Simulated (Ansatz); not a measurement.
Here is the system:

ErSi2:
```
CELL_PARAMETERS angstrom
      0.00000     4.11259     4.98285
      2.86887     0.00000     4.98285
      2.86887     4.11259     0.00000
ATOMIC_POSITIONS crystal
  Si 0.64179 0.35821 0.64179
  Si 0.35821 0.64179 0.35821
  Si 0.60821 0.89179 0.60821
  Si 0.89179 0.60821 0.89179
  Er 0.00000 0.00000 0.00000
  Er 0.25000 0.25000 0.25000
```
The run is spin-polarised; directions of the spins, atom by atom: 0 0 0 0 ↑ ↑.

This is the PBE-relaxed structure.

Task: All from DFT-PBE in the program Ansatz with PAW potentials, unless another level is named. Predict the electronic character.

Result: metallic (no gap).

Task: And the density of states at the Fermi level?

Result: 1.6 states/eV per atom (mean over ±0.08 eV).

Space group Fddd. A made-up cell: these elements were put on the sites of a structure type; neither database checked (COD, Materials Project) lists it. Its standing as an ambient phase is unchecked. The PBE relaxation kept the symmetry of its start; whether a distortion lowers the energy is not shown. The final state is ferromagnetic, chosen from 2 collinear starts compared on coarse meshes (ties went to the first, and starts can fall back to one state), not a proven ground state. The 4f shell is in the valence, and the state reached may lie above the lowest one. The program gave a warning on the electronic state, which may not be the lowest. No Hubbard U is applied. Spin–orbit coupling is left out wherever it is not named.

Potentials: the later of the program's two PAW sets.
